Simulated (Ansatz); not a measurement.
The cell below belongs to a search over invented structures; it isn't taken from experiment.

Input and command of a plane-wave DFT calculation in Ansatz:

```yaml
crystal:
  lattice:
    - [-2.9406352406, 3.3059356599, 3.3089801854]
    - [2.9406352406, -3.3059356599, 3.3089801854]
    - [2.9406352406, 3.3059356599, -3.3089801854]
  atoms:
    - { symbol: Ti, position: [0.5, 0.5, 0.0] }
    - { symbol: Ru, position: [0.0, 0.7367713138, 0.7367713138] }
    - { symbol: Ru, position: [0.0, 0.2632286862, 0.2632286862] }
    - { symbol: Ru, position: [0.5, 0.0, 0.5] }
    - { symbol: O, position: [0.7004710534, 0.7401899011, 0.4406609545] }
    - { symbol: O, position: [0.7004710534, 0.2598100989, 0.9602811524] }
    - { symbol: O, position: [0.2132369222, 0.7132369222, 0.5] }
    - { symbol: O, position: [0.1857035306, 0.1857035306, 0.0] }
    - { symbol: O, position: [0.2995289466, 0.7401899011, 0.0397188476] }
    - { symbol: O, position: [0.2995289466, 0.2598100989, 0.5593390455] }
    - { symbol: O, position: [0.7867630778, 0.2867630778, 0.5] }
    - { symbol: O, position: [0.8142964694, 0.8142964694, 0.0] }
basis:
  ecutwfc: 420
kpoints:
  mp_grid: { grid: [8, 8, 8] }
hamiltonian:
  xc: pbe
scf:
  occupations: { method: fermi_dirac, width: 0.15 }
output:
  forces: true
  stress: true
  eigenvalues: true
relax:
  adjacent_minimum: "off"
  f_tol: 0.001
  max_steps: 60
  cell: { stress_tol: 0.01 }
```

```bash
ansatz run input.yaml --threads 4 --pin off --max-ram 8192MiB --backend cpu --events-out ev --progress --plain --runs-dir out
```

Processor: Intel(R) Xeon(R) Processor @ 2.70GHz, 4 threads, on a host shared with other jobs.

**Question.** Estimate time, memory and problem size.

**Answer.** About 2.6 min, peak memory 1 GiB. It solves 67 bands at 95 k points (after reduction by symmetry) with about 2513 plane waves (on the last cell), in 79 SCF iterations over 13 ionic steps.
